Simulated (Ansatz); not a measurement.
**Question.** Name crystals whose computed values (r²SCAN in the plane-wave PAW code Ansatz) fall in these windows: electron conductivity mass (mₑ) 0.27 to 0.33; B₀ by P(V) fit (GPa) 28 to 34; gap (eV) 1.1 to 1.5.

**Answer.** 

| crystal | electron conductivity mass (mₑ) | B₀ by P(V) fit (GPa) | gap (eV) |
|---|---|---|---|
| NaTlO, P6_3mc (Na on 2b, Tl on 2b, O on 2a) | 0.29 | 30.1 | 1.35 |
Others may fit too.

Standing as an ambient phase not checked: NaTlO, P6_3mc (Na on 2b, Tl on 2b, O on 2a). The cell was relaxed under the symmetry of its start. Scalar-relativistic: spin–orbit coupling is off unless named, which matters more the heavier the elements.

Potentials: the later of the program's two PAW sets.
